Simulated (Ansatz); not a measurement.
# N: two-dimensional strain map

These are results of DFT LDA, scalar-relativistic, plane waves, PAW (Ansatz 0.2.0), not measurements. Settings: plane waves to 420 eV, k-mesh 12×12×6 (Γ-centred), Gaussian smearing 0.05 eV. Collinear spins, started from moments 3.2, 3.2 μB in atom order; the magnetic state may not be the lowest. Energies are free energies at this smearing, counted from the undisturbed cell; pressure is positive in compression.

The undisturbed cell (as given, not relaxed at this level; it stands at -0.3 GPa, and it needn't be the usual structure):

```
CELL_PARAMETERS angstrom
3.62900 0.00000 0.00000
-1.81450 3.14281 0.00000
0.00000 0.00000 5.89000
ATOMIC_POSITIONS crystal
N 0.33333 0.66667 0.25000
N 0.66667 0.33333 0.75000
```

The cell is strained by p along both x and y and by q along z, fractional coordinates fixed. Points are written (p, q).

Energy above the undisturbed cell in meV/atom (a dash: not computed):

| p \ q | -0.030 | -0.015 | 0.000 | 0.015 | 0.030 |
| --- | --- | --- | --- | --- | --- |
| -0.030 | -5.2 | -4.5 | -3.6 | -2.7 | -1.7 |
| -0.015 | -3.7 | -2.9 | -1.9 | -1.0 | 0.1 |
| 0.000 | -1.9 | -1.0 | 0.0 | 1.0 | 2.1 |
| 0.015 | 0.2 | 1.1 | 2.1 | 3.2 | 4.3 |
| 0.030 | 2.3 | 3.3 | 4.4 | 5.5 | 6.6 |

Pressure in GPa:

| p \ q | -0.030 | -0.015 | 0.000 | 0.015 | 0.030 |
| --- | --- | --- | --- | --- | --- |
| -0.030 | -0.2 | -0.2 | -0.3 | -0.3 | -0.3 |
| -0.015 | -0.3 | -0.3 | -0.3 | -0.3 | -0.3 |
| 0.000 | -0.3 | -0.3 | -0.3 | -0.3 | -0.3 |
| 0.015 | -0.3 | -0.3 | -0.3 | -0.3 | -0.3 |
| 0.030 | -0.3 | -0.3 | -0.3 | -0.3 | -0.3 |

Gap on the k-mesh in eV:

```
 p \ q  -0.030  -0.015  0.000  0.015  0.030
-0.030    1.98    2.02   2.05   2.07   2.10
-0.015    2.06    2.11   2.15   2.18   2.20
 0.000    2.13    2.19   2.24   2.27   2.30
 0.015    2.21    2.26   2.31   2.35   2.39
 0.030    2.28    2.33   2.37   2.42   2.46
```